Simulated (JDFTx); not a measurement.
System: Mg(1 1 -2 1) (P6_3/mmc bulk; lattice of mp-153, not re-optimised at this level), 1x1 cell of 12 atoms in 12 planes, area 29.56 Å² a face, 8.3 Å between the outermost planes in a cell 24.3 Å high; k mesh 4×4×1, Fermi width 0.01 Ha, no spin polarisation.

Level of theory: PBE, GBRV ultrasoft potentials, plane waves to 20/100 Ha; code: a modified build of JDFTx. Vacuum. The outer atoms relax from bulk positions, keeping the cell's symmetry; the lattice is not PBE's own optimum in this code, and that strain can shift the moves by a few hundredths of an ångström. Input:

```
lattice \
  10.3823440745 5.1911720373 0.0000000000 \
  0.0000000000 10.1672473023 0.0000000000 \
  0.0000000000 0.0000000000 45.9203448284
coords-type Lattice
ion Mg 0.1433331370 0.3800003930 -0.1715111370 1
ion Mg 0.7049423190 0.9234486960 -0.1403272940 1
ion Mg 0.5998848340 0.4668969990 -0.1091434510 0
ion Mg 0.1614940160 0.0103453020 -0.0779596080 0
ion Mg 0.0564365310 0.5537936050 -0.0467757650 0
ion Mg 0.6180457130 0.0972419070 -0.0155919220 0
ion Mg 0.5129882280 0.6406902100 0.0155919220 0
ion Mg 0.0745974100 0.1841385130 0.0467757650 0
ion Mg 0.9695399250 0.7275868160 0.0779596080 0
ion Mg 0.5311491070 0.2710351190 0.1091434510 0
ion Mg 0.4260916220 0.8144834220 0.1403272940 1
ion Mg 0.9877008040 0.3579317250 0.1715111370 1
ion-species pseudo/mg_pbe_v1.4.upf
elec-cutoff 20 100
elec-ex-corr gga-PBE
coulomb-interaction Slab 001
coulomb-truncation-embed 0 0 0
kpoint-folding 4 4 1
elec-smearing Fermi 0.01
lcao-params 10
elec-n-bands 78
electronic-scf nIterations 100 energyDiffThreshold 1e-07
ionic-minimize nIterations 10 energyDiffThreshold 1e-5 knormThreshold 4e-4
dump-name vac.$VAR
dump End State Ecomponents EigStats BandEigs Forces ElecDensity IonicPositions Fillings Kpoints Dtot
```

**Question.** How far do the free atoms of the upper face move along the normal, and how much energy is released?

**Answer.** Mg (atom 12) -0.08 Å, Mg (atom 11) 0.06 Å (positive: outward). The free energy falls by 0.018 eV per cell, 5 mJ/m².
